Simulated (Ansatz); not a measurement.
One stationary structure of BaTiO3. Method: PBEsol (plane waves to 420 eV, PAW, scalar-relativistic; Ansatz, a first-principles code).

```
CELL_PARAMETERS angstrom
      3.47032     0.00000     0.00000
      0.00000     3.47032     0.00000
      0.00000     0.00000     6.28202
ATOMIC_POSITIONS crystal
  Ba 0.50000 0.50000 0.54362
  Ti 0.00000 0.00000 0.12642
  O  0.50000 0.50000 0.91503
  O  0.50000 0.00000 0.26046
  O  0.00000 0.50000 0.26046
```

**Question.** Determine the symmetry and give the standard cell with its independent sites.

**Answer.** Space group P4mm (No. 99); a = b = 3.4703 Å, c = 6.2820 Å, α = β = γ = 90.00°

```csv
atom,site,symmetry,x,y,z
Ba,1b,4mm,0.5000,0.5000,0.5436
Ti,1a,4mm,0.0000,0.0000,0.1264
O,1b,4mm,0.5000,0.5000,0.9150
O,2c,2mm.,0.0000,0.5000,0.2605
```

**Question.** Give the shortest distances between elements (the closest pairs, up to four, under 3.6 Å).

**Answer.** O–Ti 1.93 Å; Ba–O 2.33 Å; O–O 2.45 Å; Ba–Ba 3.47 Å.

- Volume per atom = 15.13 Å³
- Band gap = no gap (metallic)

No spin polarisation in the result. No Hubbard U is applied.

The run could not lower the symmetry of its start; a shaken copy of this end point relaxes with PBEsol to R3m (No. 160), 1.10 eV/atom lower.

The first start was generated by placing the elements on the sites of a structure type. A measured structure of BaTiO3 has the same space group, P4mm (No. 99); the sites were not compared with it.
